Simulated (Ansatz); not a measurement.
BW2 in space group P4/nmm (No. 129; W on 2a, W on 2c, B on 2c) at seven volumes, PBEsol in the plane-wave PAW code Ansatz, shape and atoms relaxed at each. One row is withheld.

| V (Å³/atom) | P (GPa) |
|---|---|
| 11.542 | 35.55 |
| 11.923 | 21.77 |
| 12.303 | 10.04 |
| 12.684 | 0.01 |
| 13.064 | ? |
| 13.445 | -15.99 |
| 13.825 | -22.30 |

Q: Fit the shown pressures and predict the withheld one.

A: Third-order Birch–Murnaghan: P = (3/2)B₀(x^(7/2) − x^(5/2))[1 + (3/4)(B′ − 4)(x − 1)] with x = (V₀/V)^(2/3). Least squares on the six rows gives V₀ = 12.684 Å³/atom, B₀ = 309.5 GPa, B′ = 4.16. At V = 13.064, x = 0.9805 and P = -8.59 GPa. The run itself gave -8.61 GPa.

The cell is a constructed one: a structure type filled with these elements; neither database checked (COD, Materials Project) lists it. COD files the formula under space group No. 140. Its standing as an ambient phase is unchecked. Symmetry was held in the PBEsol relaxation; whether a distortion lowers the energy is not shown. The run is not spin-polarised. Spin–orbit coupling is left out wherever it is not named.

Potentials: the earlier of the program's two PAW sets. The files were generated under PBE; for other functionals the program regenerates the frozen cores, and for LDA and PBEsol the local potential too.
